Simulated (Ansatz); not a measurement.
All-electron card of Sb

```
Sb
1.0
     3.36900    0.00000    0.00000
    -1.68450    2.91764    0.00000
     0.00000    0.00000    5.33000
Sb
2
Direct
  0.33333 0.66667 0.25000
  0.66667 0.33333 0.75000
```

Atoms are numbered in the order listed.

The cell is COD entry 1539203, as deposited and not checked against the literature; nothing was relaxed.

No spin–orbit coupling, which matters for the heavy atoms here.

Computed with DFT, PBEsol, all-electron LAPW, scalar-relativistic (Ansatz 0.2.0).

Sampling and basis: a Γ-centred 12×12×7 k mesh, Fermi–Dirac smearing of 0.05 eV, basis error target 0.5 meV/atom, no spin polarisation.

* Stress xx, yy, zz (compression positive): 0.27, 0.27, -0.97 GPa
* Volume per atom: 26.20 Å³

Q: Density of states at the Fermi level (0.2 eV bin): what does the calculation give?

A: 1.32 states/eV per cell.

Q: Give the computed value. Pressure at this cell.

A: -0.14 GPa.

Q: Give the computed value. Band gap.

A: none: bands cross the Fermi level, a metal.
